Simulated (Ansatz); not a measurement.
Structure types of Be were relaxed at one common pressure (all-electron LAPW in Ansatz 0.2.0 under PBEsol, scalar-relativistic, no spin polarisation, zero temperature). They take these volumes:

| type | space group | V (Å³/atom) |
| --- | --- | --- |
| fcc | Fm-3m | 7.11 |
| bcc | Im-3m | 7.08 |
| hcp | P6_3/mmc | 7.16 |
| sc | Pm-3m | 8.87 |
| simple hexagonal | P6/mmm | 8.36 |
| omega | P6/mmm | 7.24 |

Task: At about which pressure, and is the densest type also the lowest in enthalpy?

Result: 13 GPa. The densest is bcc, and it is 93 meV/atom above hcp: its gain in pV doesn't pay for its higher energy here.
